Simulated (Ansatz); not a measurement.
From the elastic tensor of Al4FeCo3 to moduli and sound speeds

Level of theory: DFT PBE, scalar-relativistic, plane waves, PAW (Ansatz). Cutoff 420 eV, 14×14×4 k-points (Γ-centred), Gaussian smearing of 0.20 eV. Collinear spin, site moments 0.0, 0.0, 0.0, 0.0, 0.0, 0.0, 0.0, 0.4 μB.

Space group P4/mmm (No. 123), tetragonal, a = 2.855 Å, c = 11.436 Å. Around Al on its first site lie 8 Co at 2.46–2.48 Å and 6 Al at 2.86–2.87 Å; around Al on its second site lie 4 Fe at 2.47 Å, 4 Co at 2.49 Å and 6 Al at 2.83–2.87 Å; around Co on a site of symmetry 4/mmm lie 8 Al at 2.48 Å and 6 Co at 2.84–2.86 Å; Co on a site of symmetry 4mm is surrounded by 8 Al at 2.46–2.49 Å, 5 Co at 2.84–2.86 Å and 1 Fe at 2.88 Å; Fe is surrounded by 8 Al at 2.47 Å, 4 Fe at 2.86 Å and 2 Co at 2.88 Å.

It was reached by relaxing an invented guess, and it needn't be the stable form of this composition. In a metal, frequencies and elastic constants depend on the k mesh and the smearing, soft modes and shear constants most.

Relaxed-ion constants (GPa, on the Cartesian axes of the calculation):
```
286.2 131.7 116.6   0.0   0.0   0.0
131.7 286.2 116.6   0.0   0.0   0.0
116.6 116.6 302.0   0.0   0.0   0.0
  0.0   0.0   0.0 139.8   0.0   0.0
  0.0   0.0   0.0   0.0 139.8   0.0
  0.0   0.0   0.0   0.0   0.0 142.9
```

Density 6.066 g/cm³; 8 atoms in 93.23 Å³.

With S = C⁻¹: B_V = (C11+C22+C33+2(C12+C13+C23))/9, G_V = (C11+C22+C33−C12−C13−C23+3(C44+C55+C66))/15, 1/B_R = S11+S22+S33+2(S12+S13+S23), 15/G_R = 4(S11+S22+S33−S12−S13−S23)+3(S44+S55+S66); Hill is their mean. Then v_l = √((B+4G/3)/ρ), v_t = √(G/ρ), v_m = [(2/v_t³+1/v_l³)/3]^(−1/3) and Θ = (ħ/k_B)·v_m·(6π²n/V)^(1/3) for n atoms in the volume V; E = 9BG/(3B+G), ν = (3B−2G)/(2(3B+G)) and A^U = 5G_V/G_R + B_V/B_R − 6.

```
Bulk modulus, Voigt / Reuss / Hill          : 178.2 / 178.2 / 178.2 GPa
Shear modulus, Voigt / Reuss / Hill         : 118.5 / 111.0 / 114.7 GPa
Young's modulus                             : 283 GPa
Poisson ratio                               : 0.235
Pugh ratio B/G                              : 1.55 (under 1.75, the rule of thumb for brittle)
Universal anisotropy index                  : 0.34
Longitudinal and transverse sound speeds    : 7389 and 4349 m/s
Debye temperature from the mean sound speed : 633 K
```
